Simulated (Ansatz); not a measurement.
The relaxed structure here is a generated cell of ZrS3: the first start was made by placing the elements on the sites of a structure type, and the end was not matched to a known phase here, so it may be hypothetical.

The start is a generated cell, ZrS3 placed in the AFLOW prototype AB3_hP8_194_c_bf (D0_18, as in Na3As). The cell and all atomic positions are relaxed at zero pressure with PBE (plane waves to 420 eV, PAW, scalar-relativistic; Ansatz, a first-principles code). The first steps use a coarse 6×6×3 k-mesh.

Input geometry:
```
CELL_PARAMETERS angstrom
      4.83194     0.00000     0.00000
     -2.41597     4.18458     0.00000
      0.00000     0.00000     8.52997
ATOMIC_POSITIONS crystal
  S  0.00000 0.00000 0.25000
  S  0.00000 0.00000 0.75000
  S  0.33333 0.66667 0.91700
  S  0.66667 0.33333 0.41700
  S  0.66667 0.33333 0.08300
  S  0.33333 0.66667 0.58300
  Zr 0.33333 0.66667 0.25000
  Zr 0.66667 0.33333 0.75000
```

Task: What pressure does the first self-consistent step give?

Result: -13 GPa (negative: the cell is under tension).

Task: By how much does the energy per atom fall from start to end?

Result: 0.17 eV/atom.

Task: How do the shortest distances between atoms change?

Result: The closest pairs of elements (up to four, under 3.6 Å), start → end: S–Zr 2.79 → 2.59 Å; S–S 2.85 → 2.76 Å.

Task: What band gap does the relaxed structure have at this level?

Result: Zero (metallic).

Task: What does it relax into? Give the structure.

Result: 
```cif
data_S6Zr2
_chemical_formula_sum 'S6 Zr2'
_space_group_name_H-M_alt 'P63/mmc'
_space_group_IT_number 194
_space_group_name_Hall '-P 6c 2c'
_cell_length_a 4.48379
_cell_length_b 4.48379
_cell_length_c 8.38521
_cell_angle_alpha 90.000
_cell_angle_beta 90.000
_cell_angle_gamma 120.000
loop_
_atom_site_label
_atom_site_type_symbol
_atom_site_symmetry_multiplicity
_atom_site_Wyckoff_symbol
_atom_site_fract_x
_atom_site_fract_y
_atom_site_fract_z
_atom_site_occupancy
S1 S 2 b 0.00000 0.00000 0.25000 1
S2 S 4 f 0.66667 0.33333 0.08524 1
Zr1 Zr 2 c 0.33333 0.66667 0.25000 1
```

The space group stays P6₃/mmc (No. 194) (the run could not lower it); the end is AFLOW prototype AB3_hP8_194_c_bf (D0_18, as in Na3As), with 8 atoms in the primitive cell. Final values are on a 12×12×6 k-mesh of the relaxed cell. No spin polarisation in the result.

The run could not lose the symmetry of its start, so the end can be a saddle point.
